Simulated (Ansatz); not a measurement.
Given:

ZnSe (zinc blende)

```yaml
crystal:
  lattice:
    - [0.00000, 2.83279, 2.83279]
    - [2.83279, 0.00000, 2.83279]
    - [2.83279, 2.83279, 0.00000]
  atoms:
    - { symbol: Se, position: [0.25000, 0.25000, 0.25000] }
    - { symbol: Zn, position: [0.00000, 0.00000, 0.00000] }
```

E(V) scan at fixed shape, V₀ the volume above. Symmetry pins the atoms to their sites.

Method: r2SCAN (plane waves to 500 eV, PAW, scalar-relativistic; Ansatz, a first-principles code). k mesh 11×11×11 (Γ-centred), Fermi-Dirac smearing 0.05 eV. Energies are smeared free energies. Compression counts positive. ZnSe was relaxed with its symmetry unable to fall. The zero of ΔE is the relaxed starting cell.

The scan covers V/V₀ from 0.900 to 1.100 in 9 points.

### Question
What is the fitted pressure derivative B₀′?

### Answer
4.4.

### Question
What bulk modulus B₀ follows from a third-order Birch-Murnaghan fit?

### Answer
65.3 GPa.

(Under strain, the slope of the energy per volume gives the stress and its curvature an elastic modulus.)
